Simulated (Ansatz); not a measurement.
With PBE (plane waves, PAW; program Ansatz), MoW in the rock salt structure (Fm-3m) relaxes to a = 5.240 Å. Mo has 6 nearest neighbours from 2.62 Å (octahedral); W has 6 nearest neighbours from 2.62 Å (octahedral). Against the elements it lies at 1.31 eV/atom, with no fitted shifts.

Electronic character: metallic (no gap). Gap from PBE with spin–orbit coupling: none (metallic).

The bulk modulus is 200 GPa.

The start of the workflow was typed in or built on a structure type; neither database checked (COD, Materials Project) lists it. Whether it is the stable phase at ambient conditions was not checked. The PBE relaxation kept the symmetry of its start; its stability against distortions is not shown here. No spin polarisation was allowed. Its formation energy is positive at this level, so the cell may be metastable or incomplete. The references are the lowest solids computed at this level, not always the standard phases. Spin–orbit coupling is left out wherever it is not named.

Potentials: the earlier of the program's two PAW sets.
